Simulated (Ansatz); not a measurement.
ScCu₂, in the lowest of the structures calculated here: I4/mmm (No. 139), tI6; a = b = 3.2515 Å, c = 8.2424 Å, α = β = γ = 90.00°; Sc 2a (0.000, 0.000, 0.000); Cu 4e (0.000, 0.000, 0.326). Method: PBEsol (plane waves to 420 eV, PAW, scalar-relativistic; Ansatz, an electronic-structure program). Element references, the lowest calculated here: Sc (P6₃/mmc), Cu (Fm-3m).

Task: Estimate the formation energy of this I4/mmm form of ScCu2 from the elements that PBEsol returns for this input.

Result: -0.25 eV/atom.

Task: Is it stable against the other phases calculated?

Result: Yes: the most favourable decomposition, ScCu2 → Cu + ScCu (Cu Fm-3m, ScCu Pm-3m), costs 0.07 eV/atom.

Task: Over what range of chemical potentials is ScCu2 stable among the phases calculated here? Give the corners of its window as Δμ = μ − μ(element).

Result: 
```
in equilibrium with  Δμ(Cu) (eV)  Δμ(Sc) (eV)
-------------------  -----------  -----------
Cu                          0.00        -0.76
ScCu                       -0.22        -0.32
```

At every corner Σ nΔμ equals the formation energy, about -0.8 eV per formula unit; the corners carry the error of several atoms' energies, a few 0.01 eV.

This is the hull of the energies calculated here, no anion corrections; phases that were not calculated are missing from it. Values are rounded to 0.01 eV/atom. The compounds carry no spin polarisation.
